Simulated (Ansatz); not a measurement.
Cs2PbI2Cl2:
Space group I4/mmm (No. 139); a = b = 5.759 Å, c = 19.506 Å, α = β = γ = 90.00°

```csv
atom,site,symmetry,x,y,z
Cs,4e,4mm,0.0000,0.0000,0.3683
Pb,2a,4/mmm,0.0000,0.0000,0.0000
I,4e,4mm,0.0000,0.0000,0.1662
Cl,4c,mmm.,0.0000,0.5000,0.0000
```
(The calculation used a cell of 7 atoms; values per cell refer to that cell.)

Relaxed at zero pressure with DFT-PBE in the program Ansatz with PAW potentials.

Q: The volume is lowered by 9 % and shape and atoms relax at that volume. What pressure results, and how do the axes share the change?

A: 1.5 GPa; a -2.6 %, b -2.6 %, c -4.1 %; the energy rises by 18 meV/atom.

Q: Give the new structure.

A: 
Space group I4/mmm (No. 139); a = b = 5.611 Å, c = 18.699 Å, α = β = γ = 90.00°

| atom | site | symmetry | x | y | z |
|---|---|---|---|---|---|
| Cs | 4e | 4mm | 0.0000 | 0.0000 | 0.3694 |
| Pb | 2a | 4/mmm | 0.0000 | 0.0000 | 0.0000 |
| I | 4e | 4mm | 0.0000 | 0.0000 | 0.1711 |
| Cl | 4c | mmm. | 0.0000 | 0.5000 | 0.0000 |

The phase is kept; no other phase was compared at this pressure.

The first step of the workflow began from a Materials Project structure, measured or hypothetical; the Crystallography Open Database copy checked does not list it. Its standing as an ambient phase is unchecked. The PBE relaxation kept the symmetry of its start; whether a distortion lowers the energy is not shown. Spin–orbit coupling is left out wherever it is not named.

Potentials: the later of the program's two PAW sets.
